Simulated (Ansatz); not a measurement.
## Two states of CoHOF

```
Co O H F
1.0
     9.80113    0.00000    0.00000
     0.00000    2.97259    0.00000
     0.00000    0.00000    4.52424
Co O H F
4 4 4 4
Direct
  0.13220 0.75000 0.51090
  0.36780 0.25000 0.01090
  0.63220 0.75000 0.98910
  0.86780 0.25000 0.48910
  0.45170 0.75000 0.78160
  0.04830 0.25000 0.28160
  0.95170 0.75000 0.71840
  0.54830 0.25000 0.21840
  0.92470 0.75000 0.91600
  0.57530 0.25000 0.41600
  0.42470 0.75000 0.58400
  0.07530 0.25000 0.08400
  0.20470 0.25000 0.74730
  0.29530 0.75000 0.24730
  0.70470 0.25000 0.75270
  0.79530 0.75000 0.25270
```

Level: PBE; 420 eV; 2×6×4 Γ-centred mesh; fermi-dirac occupations (width 0.1 eV); Ansatz 0.2.0, fixed geometry.

State A: Co1 down, Co2 up, Co3 up, Co4 down (collinear spin). State B: Co1 up, Co2 down, Co3 up, Co4 down (collinear spin).

**Question.** Compare the two self-consistent states.

**Answer.** State B is lower by 4.3 meV an atom at zero smearing; in free energy at this smearing B lies +1.2 meV an atom from A. So small a gap isn't resolved on this mesh where a state is a metal.

```
state  free energy (meV/atom)  largest moment in a small sphere (μB)  net moment (μB/cell)           gap on mesh (eV)  pressure (GPa)  largest force (eV/Å)
    A                     0.0                                   2.41                  0.00                      metal            24.2                  2.27
    B                     1.2                                   2.37                  0.00  0.04 (under the smearing)            24.7                  2.30
```

Origin: a known structure type with other elements, at an estimated volume, so it need not be a known compound. Caveats: semilocal functionals often miss the gap of such magnets; the k mesh is coarse if the cell is a metal; atoms or cell far from equilibrium.
